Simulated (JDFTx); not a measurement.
An input for JDFTx (a modified build) (TiAl(111), linear PCM (GLSSA13), water, 2 M NaF; bohr, hartree) and the course of its log:

```
lattice \
  7.5116628005 3.7558314097 0.0000000000 \
  0.0000000000 8.5531620915 0.0000000000 \
  0.0000000000 0.0000000000 47.0541805032
coords-type Lattice
ion Al 0.8119311168 0.3761377662 -0.1759086435 0
ion Al 0.2160452556 0.5679094887 -0.1075681080 0
ion Al 0.6196337698 0.7607324602 -0.0358560360 0
ion Al 0.0232222838 0.9535554322 0.0358560360 0
ion Al 0.4268107981 0.1463784037 0.1075681080 0
ion Al 0.8309249368 0.3381501261 0.1759086435 0
ion Ti 0.5153598103 0.9692803793 -0.1437081681 0
ion Ti 0.9178395126 0.1643209747 -0.0717120720 0
ion Ti 0.3214280268 0.3571439462 0.0000000000 0
ion Ti 0.7250165411 0.5499669177 0.0717120720 0
ion Ti 0.1274962434 0.7450075131 0.1437081681 0
ion-species pseudo/al_pbe_v1.upf
ion-species pseudo/ti_pbe_v1.4.upf
elec-cutoff 20 100
elec-ex-corr gga-PBE
coulomb-interaction Slab 001
coulomb-truncation-embed 0 0 0
kpoint-folding 6 6 1
elec-smearing Fermi 0.01
elec-n-bands 56
target-mu -0.168679
electronic-scf nIterations 100 energyDiffThreshold 1e-07
fluid LinearPCM
pcm-variant GLSSA13
fluid-solvent H2O
fluid-cation Na+ 2
fluid-anion F- 2
fluid-minimize nIterations 400 knormThreshold 1e-12
wavefunction read f0.wfns
elec-initial-eigenvals f0.eigenvals
elec-initial-fillings read f0.fillings
fluid-initial-state f0.fluidState
dump-name f0_u4.$VAR
dump End State Ecomponents EigStats BandEigs Forces ElecDensity IonicPositions Fillings Kpoints Dtot FluidDebug BoundCharge FluidDensity
```

```
[one cycle in 5 is shown, and the last three; fluid-solver lines are left out]
	FillingsUpdate:  mu: -0.168679000  nElectrons: 72.804241
SCF: Cycle:  0   G: -285.058668152722248   dG: +6.025e+00   |Residual|: 2.601e-01   |deigs|: 1.175e-06
	FillingsUpdate:  mu: -0.168679000  nElectrons: 77.152195
SCF: Cycle:  5   G: -290.973080584161266   dG: -8.262e-02   |Residual|: 6.043e-02   |deigs|: 1.625e-03
	FillingsUpdate:  mu: -0.168679000  nElectrons: 77.075142
SCF: Cycle: 10   G: -290.986973046568949   dG: +4.191e-02   |Residual|: 3.561e-02   |deigs|: 6.913e-04
	FillingsUpdate:  mu: -0.168679000  nElectrons: 76.369565
SCF: Cycle: 15   G: -290.654159783547527   dG: +2.499e-01   |Residual|: 7.766e-02   |deigs|: 1.587e-03
	FillingsUpdate:  mu: -0.168679000  nElectrons: 69.146453
SCF: Cycle: 20   G: -276.464690604164446   dG: +2.116e+00   |Residual|: 4.306e-01   |deigs|: 2.602e-03
	FillingsUpdate:  mu: -0.168679000  nElectrons: 78.480812
SCF: Cycle: 25   G: -290.946774568695673   dG: -1.000e+01   |Residual|: 5.433e-02   |deigs|: 2.781e-02
	FillingsUpdate:  mu: -0.168679000  nElectrons: 77.658559
SCF: Cycle: 30   G: -291.081938123939210   dG: -9.469e-02   |Residual|: 1.210e-02   |deigs|: 1.800e-03
	FillingsUpdate:  mu: -0.168679000  nElectrons: 82.459682
SCF: Cycle: 35   G: -285.178727471727370   dG: +5.877e+00   |Residual|: 3.010e-01   |deigs|: 1.791e-02
	FillingsUpdate:  mu: -0.168679000  nElectrons: 70.642358
SCF: Cycle: 40   G: -282.102123598420917   dG: +8.606e+00   |Residual|: 3.608e-01   |deigs|: 2.887e-02
	FillingsUpdate:  mu: -0.168679000  nElectrons: 73.834578
SCF: Cycle: 45   G: -288.999596480375601   dG: -2.231e-01   |Residual|: 2.008e-01   |deigs|: 5.501e-04
	FillingsUpdate:  mu: -0.168679000  nElectrons: 80.550132
SCF: Cycle: 50   G: -288.371732609098785   dG: +2.579e+00   |Residual|: 2.019e-01   |deigs|: 1.065e-02
	FillingsUpdate:  mu: -0.168679000  nElectrons: 74.728294
SCF: Cycle: 55   G: -290.275615356880792   dG: +1.410e-01   |Residual|: 1.432e-01   |deigs|: 7.276e-04
	FillingsUpdate:  mu: -0.168679000  nElectrons: 75.810122
SCF: Cycle: 60   G: -290.916378601869326   dG: -2.158e-01   |Residual|: 6.405e-02   |deigs|: 1.614e-03
	FillingsUpdate:  mu: -0.168679000  nElectrons: 74.967452
SCF: Cycle: 65   G: -290.573282548795248   dG: -6.887e-01   |Residual|: 9.738e-02   |deigs|: 3.091e-03
	FillingsUpdate:  mu: -0.168679000  nElectrons: 75.276969
SCF: Cycle: 70   G: -290.588395718002289   dG: +2.200e-01   |Residual|: 9.055e-02   |deigs|: 1.332e-03
	FillingsUpdate:  mu: -0.168679000  nElectrons: 73.417697
SCF: Cycle: 75   G: -289.223223872426331   dG: -1.441e+00   |Residual|: 1.745e-01   |deigs|: 4.009e-03
	FillingsUpdate:  mu: -0.168679000  nElectrons: 71.476137
SCF: Cycle: 80   G: -286.455048556493296   dG: +6.791e-01   |Residual|: 2.623e-01   |deigs|: 1.470e-03
	FillingsUpdate:  mu: -0.168679000  nElectrons: 75.271545
SCF: Cycle: 85   G: -285.903348408149611   dG: +4.297e+00   |Residual|: 7.701e-01   |deigs|: 8.523e-03
	FillingsUpdate:  mu: -0.168679000  nElectrons: 73.838394
SCF: Cycle: 90   G: -289.651397256669554   dG: -1.003e+01   |Residual|: 1.353e-01   |deigs|: 1.443e-02
	FillingsUpdate:  mu: -0.168679000  nElectrons: 75.707736
SCF: Cycle: 95   G: -273.945475181734480   dG: +1.215e+01   |Residual|: 1.590e+00   |deigs|: 5.927e-02
	FillingsUpdate:  mu: -0.168679000  nElectrons: 76.549061
SCF: Cycle: 97   G: -261.961823781644227   dG: -2.538e+00   |Residual|: 2.565e+00   |deigs|: 1.201e-01
	FillingsUpdate:  mu: -0.168679000  nElectrons: 78.922400
SCF: Cycle: 98   G: -273.276109947462317   dG: -1.131e+01   |Residual|: 2.376e+00   |deigs|: 1.949e-01
	FillingsUpdate:  mu: -0.168679000  nElectrons: 78.678462
SCF: Cycle: 99   G: -283.757932896635623   dG: -1.048e+01   |Residual|: 1.189e+00   |deigs|: 2.713e-01
SCF: None of the convergence criteria satisfied after 100 iterations.
IonicMinimize: Iter:   0  G: -283.757932896635623  |grad|_K:  0.000e+00
IonicMinimize: Converged (|grad|_K<1.000000e-04).
```

This run gave no converged result. The electronic loop ended without meeting its threshold, so the last energy, electron count and forces aren't results.
